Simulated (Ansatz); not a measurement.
Method: DFT PBE, scalar-relativistic, plane waves, PAW in Ansatz 0.2.0. All cells share a 420 eV cutoff and Γ-centred k meshes spaced at most about 0.3 Å⁻¹ (about 0.25 or finer for metals, 2π included). No spin polarisation in the final relaxations.

All energies are static (0 K, no zero-point motion).

Two forms of ScPt3S were relaxed alike.

A. Space group Pm-3m (No. 221), cubic, a = 4.536 Å. Sc is surrounded by 12 Pt at 3.21 Å; Pt has 2 S at 2.27 Å, 4 Sc at 3.21 Å and 8 Pt at 3.21 Å; S is surrounded by 6 Pt at 2.27 Å.

B. Space group P-6m2 (No. 187), hexagonal, a = 4.504 Å, c = 5.305 Å. Sc has 3 Pt at 2.60 Å and 6 Pt at 2.92 Å; Pt on a site of symmetry 3m has 2 Pt at 2.65–2.66 Å, 3 S at 2.92 Å, 3 Pt at 2.92 Å and 3 Sc at 2.92 Å; Pt on a site of symmetry -6m2 has 3 Sc at 2.60 Å, 2 S at 2.65 Å and 6 Pt at 2.92 Å; S is surrounded by 2 Pt at 2.65 Å and 6 Pt at 2.92 Å.

Question: Which form is favoured at zero pressure, and by what margin per atom?

Answer: They are level within the accuracy (3 meV/atom apart, with B the lower in these runs). A has the antiperovskite type, space group Pm-3m (No. 221), 18.7 Å³/atom and no gap on its mesh; B has space group P-6m2 (No. 187), 18.6 Å³/atom and no gap. Counting Pt or Sc atoms around S (for each partner element, those within 1.25 times its shortest distance or 1.15 times the sum of covalent radii, where it is the nearest in units of that sum or under 1.3), A has S 6 and B has S 8. Both come from invented guesses. A third cell relaxed alike, in P4mm, lies 0.45 eV/atom below the lower of the two.

For metals, differences of a few meV/atom aren't resolved. These runs have no spin–orbit coupling, which can matter for Pt. Cells relaxed within their symmetry can be saddle points.
